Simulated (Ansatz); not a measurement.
# Slab of fcc Au (110), 5 layers

The slab is cut from the fcc crystal, the stable phase, as relaxed on PAW files (17.97 Å³/atom), with 16 Å of vacuum and a dipole correction:

```
Au
1.0
     2.94010    0.00000    0.00000
     0.00000    4.15793    0.00000
     0.00000    0.00000   21.88020
Au
5
Direct
  0.00000 0.00000 0.36563
  0.50000 0.50000 0.43281
  0.00000 0.00000 0.50000
  0.50000 0.50000 0.56719
  0.00000 0.00000 0.63437
```

Level of theory: DFT with PBE, scalar-relativistic, in Ansatz 0.2.0; a Γ-centred 12×9×1 k mesh, Fermi–Dirac smearing of 0.05 eV, no spin polarisation. LAPW: all electrons, basis error target 1 meV/atom; PAW: frozen-core files, cutoff 420 eV.

The bulk energy comes from a cell in the slab's orientation on a 12×9×12 mesh. The surface energy is (E(slab) − N·E(bulk))/2A at zero smearing, the mean of both faces; thin slabs carry quantum-size effects.

Spin–orbit coupling is left out, which matters for the heavy atoms. The cell is 1×1, so reconstructions are forbidden, and in slabs of four or five layers the relaxations can be far larger than at a real surface.

Problem. As cut, the LAPW slab lies 1.451 eV above 5 atoms of bulk. What surface energy is that?

Solution. Over two faces of 12.22 Å² it is 59.4 meV/Å², and times 16.02 J/m² per eV/Å² that gives γ = 0.951 J/m².

```json
{"method": "LAPW", "γ as cut (J/m²)": "0.951", "γ relaxed (J/m²)": "0.903", "Φ as cut (eV)": "4.97", "Φ relaxed (eV)": "4.91"}
{"method": "PAW", "γ as cut (J/m²)": "0.951", "γ relaxed (J/m²)": "0.903", "Φ as cut (eV)": "4.97", "Φ relaxed (eV)": "4.91"}
```

Problem. How do the spacings between the planes relax?

Solution. From the bottom face up: d12 -11.6 % of 1.470 Å, d23 +5.4 % of 1.470 Å, d34 +5.4 % of 1.470 Å, d45 -11.6 % of 1.470 Å.

Problem. What changes if the images along the normal are cut off in place of the dipole correction?

Solution. LAPW then gives: no gap, work function 4.91 eV; PAW: no gap, work function 4.91 eV.

Problem. What changes if the vacuum is set to 13 Å?

Solution. LAPW then gives: no gap, work function 4.91 eV; PAW: no gap, work function 4.91 eV.

Problem. A 4f core hole is made on one atom of each kind in every 1×1 cell (PAW hole dataset, neutral cell, valence without spin). What does it cost by layer?

Solution. layer 1 84.32 eV, layer 2 84.66 eV, layer 3 84.68 eV. Shifts between layers mean more than the absolute values, and a whole layer of holes screens otherwise than one hole.
